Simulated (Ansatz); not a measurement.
# SrTiO3: computed property card

SrTiO3:
```
CELL_PARAMETERS angstrom
     -2.75900     2.75900     3.91350
      2.75900    -2.75900     3.91350
      2.75900     2.75900    -3.91350
ATOMIC_POSITIONS crystal
  Sr 0.75000 0.25000 0.50000
  Sr 0.25000 0.75000 0.50000
  Ti 0.00000 0.00000 0.00000
  Ti 0.50000 0.50000 0.00000
  O  0.76677 0.26677 0.03354
  O  0.23323 0.73323 0.96646
  O  0.26677 0.23323 0.50000
  O  0.73323 0.76677 0.50000
  O  0.75000 0.75000 0.00000
  O  0.25000 0.25000 0.00000
```

Space group I4/mcm (No. 140); conventional cell a = 5.518 Å, b = 5.518 Å, c = 7.827 Å, α = 90.00°, β = 90.00°, γ = 90.00°.

Method: plane-wave PAW r²SCAN (Ansatz code). Geometry: relaxed at this level of theory. Other levels are named where they apply.

### Cell and energy

```json
{
  "volume_per_atom": "11.92 Å³",
  "density": "5.11 g/cm³",
  "Formation energy from the elements (no fitted shifts)": "-3.43 eV/atom"
}
```

### Electronic structure

```json
{
  "band_gap": "2.31 eV (direct)",
  "valence_band_maximum": "at Γ",
  "conduction_band_minimum": "at Γ",
  "Electron effective mass, band 1 of 2 at the edge": "0.94 along x, 0.43 along z (mₑ)",
  "Electron effective mass, band 2 of 2 at the edge": "0.70 along x, 0.43 along z (mₑ)",
  "Electron effective mass with spin–orbit coupling": "0.43, 0.75, 0.87 mₑ (principal values)",
  "Hole effective mass, band 1 of 2 at the edge": "3.2 along x, 0.92 along z (mₑ)",
  "Hole effective mass, band 2 of 2 at the edge": "1.1 along x, 0.92 along z (mₑ)",
  "Hole effective mass with spin–orbit coupling": "0.92, 1.6, 1.7 mₑ (principal values)",
  "HSE06 gap on the r²SCAN cell": "3.39 eV",
  "Gap with spin–orbit coupling": "2.29 eV"
}
```

### Mechanics

```json
{
  "Bulk modulus (Birch–Murnaghan fit)": "186 GPa",
  "Pressure derivative B′": "4.2"
}
```

### Charges

```json
{
 "bader_charges": "Sr +1.63, Ti +2.34, O -1.32 e"
}
```

The first step of the workflow began from a Materials Project structure, measured or hypothetical; the Crystallography Open Database files this formula in space group No. 140, but the cells were not matched. It is not the phase usual at ambient conditions (space group No. 221). The cell was relaxed with r²SCAN under the symmetry of its start; whether a distortion lowers the energy is not shown. The run is not spin-polarised. The references are the lowest solids computed at this level, not always the standard phases (solids in place of the gases). Spin–orbit coupling is left out wherever it is not named.

Potentials: the later of the program's two PAW sets.
